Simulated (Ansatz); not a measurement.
input.yaml (Ansatz)

```yaml
crystal:
  lattice:
    - [2.1914688564, 0.0, 0.0]
    - [0.0, 2.1914688564, 0.0]
    - [0.0, 0.0, 2.1914688564]
  atoms:
    - { symbol: Ni, position: [0.0, 0.0, 0.0] }
hamiltonian:
  xc: pbesol
  pseudopotentials:
    kind: paw
    azcp:
      Ni: "pseudopotentials/Ni.paw.azcp"
basis:
  ecutwfc: 420
  fft_grid_basis: typed
kpoints:
  mp_grid: { grid: [15, 15, 15], shift: [0, 0, 0] }
magnetization:
  spin_polarized: false
scf:
  occupations: { method: fermi_dirac, width: 0.1 }
  lower_state_search: "off"
output:
  stress: true
  write_density: true
  write_potential: true
  elf: true
  volumetric_format: npy
```

Output

```
Warning: the record states the generating functional pbe (its physics header spells it `PBE`), which answers neither for hamiltonian.xc's functional nor for the pbesol family's — results may be inconsistent (PPs are generated against a specific XC)
Engine: ansatz 0.2.0, aarch64-unknown-linux-gnu
Pseudopotentials: kind: paw
Pseudopotential: Ni, paw, valence charge 18, recommended cutoff 420 eV (normal) 
Functional definition: PBEsol
  exchange = pbesol_x
  correlation = pbesol_c
Crystal: 1 atoms, lattice volume = 10.525 Å³
Basis set: ecut = 420 eV, 203 PW (Γ)
Bands: 13, of which v1, the nominal top of the filled ones, is band 9 counted from 1 (8 counted from 0)
Symmetry: 48 space group operations
Space group: Pm-3m (ITA 221), of the structure as read, at distance tolerance 2.2e-5 Å
k-points: 120 of 3375
Non-local potential: Ni, projectors of the file, l = 0: 3, l = 1: 2, l = 2: 3, l = 3: 1
PAW form: soft (Blöchl's): semilocal exchange-correlation on the pseudo side does not see the compensation charge
PAW frozen core: Ni, regenerated for the run's functional, and the local potential with it (the file was generated under x = pbe(κ = 0.804, μ = 0.2195149727645171), c = pbe(β = 0.06672455060314922))
PAW one-centre angular grid: Ni, 590 points (default); XC on 64 Gauss nodes
Initial density: superposition of atomic densities (neutral atoms: chi_scale 0, normalization atom), corrected by the library's trained network
Initial wavefunctions: pseudopotential atomic-orbital guess
Functional: x = pbesol(κ = 0.804, μ = 0.12345679012345678), c = pbesol(β = 0.046)
SCF iter   1: F=—  HF=-5804.121115 eV  |F-HF|=—  |Δ(HF+E_count)|=         —  Δρ=3.43e-2  dr2=6.65e-2  ethr=1.77e-3  ⟨swp⟩=5.1  Hψ=8222  notcnv=0
SCF iter   2: F=—  HF=-5804.110110 eV  |F-HF|=—  |Δ(HF+E_count)|=   1.10e-2  Δρ=1.47e-2  dr2=1.39e-2  ethr=3.69e-4  ⟨swp⟩=2.0  Hψ=2920  notcnv=0
SCF iter   3: F=—  HF=-5804.107490 eV  |F-HF|=—  |Δ(HF+E_count)|=   2.62e-3  Δρ=1.27e-3  dr2=1.27e-4  ethr=7.69e-5  ⟨swp⟩=1.4  Hψ=1660  notcnv=0
SCF iter   4: F=—  HF=-5804.107452 eV  |F-HF|=—  |Δ(HF+E_count)|=   3.76e-5  Δρ=1.14e-4  dr2=3.86e-7  ethr=7.04e-7  ⟨swp⟩=2.1  Hψ=2177  notcnv=0
SCF iter   5: F=—  HF=-5804.107454 eV  |F-HF|=—  |Δ(HF+E_count)|=   1.78e-6  Δρ=4.52e-5  dr2=1.26e-7  ethr=2.14e-9  ⟨swp⟩=2.1  Hψ=2584  notcnv=0
SCF iter   6: F=-5804.107454 eV  HF=-5804.107454 eV  |F-HF|=2.91e-11  |Δ(HF+E_count)|=   2.40e-8  Δρ=1.09e-6  dr2=3.37e-11  ethr=5.56e-10  ⟨swp⟩=7.9  Hψ=9813  notcnv=0
SCF 1 converged in 6 iterations: F = -5804.107454 eV  dr2 = 3.37e-11
SCF converged after 6 iterations
Free energy (F): -5804.107454 eV
Harris-Foulkes:  -5804.107454 eV  (|F-HF|=2.91e-11)
Internal energy: -5804.044786 eV  (E = F + TS)
E sigma→0 (E₀):  -5804.076120 eV
Entropy (-TS):   -0.062668 eV (-62.668 meV/atom)
Fermi energy:    18.742827 eV
--- Per-component energies (eV) ---
  E_band       = -273.684068
  E_kinetic    = 286.229709
  E_local      = -3493.189084  (includes V_loc(G=0)·N_el)
  E_nonlocal   = 639.409611
  E_hartree    = 1465.408514
  E_xc         = -85.061678
  E_vxc        = -110.115247  (∫ρ·V_xc dr)
  E_paw        = -1596.834950  (= ΣΔE_a)
  E_vpaw       = -526.836667  (= ΣTr[D̂ρ^β])
  E_aug_tail   = 0.000534  (compensation charges beyond the density's cutoff)
  E_ewald      = -3020.204731
  E_core_change = 0.197289  (= ΣΔE_core)
  E_smearing   = -0.062668  (= −TS)
  E_closure    = 0.000000  (closes the sum)
  Σ components = -5804.107454   (vs F -5804.107454, Δ=0.00e0)
--- Stress (GPa, compression-positive) ---
       29.331515       0.000000       0.000000
        0.000000      29.331515       0.000000
        0.000000       0.000000      29.331515
  P = ⅓ Tr σ = 29.3315 GPa (293.315 kbar)
--- Band table (eV; the first three rows and the last of 120) ---
  k-point 0: bands = ["-84.2330", "-44.5390", "-44.5390", "-44.5390", "9.4848", "14.4747", "14.4747", "18.8483", "18.8483", "18.8483", "40.3761", "40.3761", "40.3761"]
  k-point 1: bands = ["-84.2306", "-44.5586", "-44.5374", "-44.5374", "9.6353", "14.4986", "14.5518", "18.7813", "18.7813", "18.8536", "38.4873", "40.5836", "40.5836"]
  k-point 2: bands = ["-84.2236", "-44.6139", "-44.5328", "-44.5328", "10.0766", "14.5666", "14.7757", "18.5954", "18.5954", "18.8687", "35.4378", "41.1901", "41.1901"]
  k-point 119: bands = ["-84.0691", "-44.8760", "-44.8755", "-44.8755", "14.8721", "14.9299", "14.9299", "19.7419", "19.7419", "31.3163", "32.2781", "32.2781", "32.9873"]
```
